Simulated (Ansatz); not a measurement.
TiB₂:
```xyz
3
Lattice="3.0319 0.0000 0.0000 -1.5159 2.6257 0.0000 0.0000 0.0000 3.2247" Properties=species:S:1:pos:R:3 pbc="T T T"
Ti     0.0000     0.0000     0.0000
B      0.0000     1.7505     1.6124
B      1.5159     0.8752     1.6124
```

Relaxed with PBE. Special points in fractions of this cell's reciprocal vectors: Γ (0.000, 0.000, 0.000); M (0.500, 0.000, 0.000); K (0.333, 0.333, 0.000); A (0.000, 0.000, 0.500); L (0.500, 0.000, 0.500); H (0.333, 0.333, 0.500).

Problem. List the band energies nearest the Fermi level at these points for DFT-PBE in the program Ansatz with PAW potentials.

Solution. In eV from the Fermi level; about four levels below and three above (degenerate sets whole), none deeper than 8.9 eV; points with the same levels are listed once.

| k | below | above |
|---|---|---|
| Γ | -2.64 -2.64 -2.33 -2.13 | 1.87 1.87 3.64 3.64 |
| M | -3.30 -3.23 -2.29 | 1.32 2.72 3.19 |
| K | -8.35 -8.35 -7.37 -1.88 -1.88 | 1.35 1.35 1.96 |
| A | -0.59 -0.59 -0.21 -0.21 | 0.41 0.41 1.64 |
| L | -7.57 -4.67 -3.85 -3.17 | 2.47 2.90 4.45 |
| H | -8.59 -8.59 -5.74 -3.19 -3.19 | 2.50 4.22 4.22 |

Space group P6/mmm. The cell was relaxed with PBE under the symmetry of its start; phonons on a q-mesh show no instability. The run is not spin-polarised.

Potentials: the later of the program's two PAW sets.
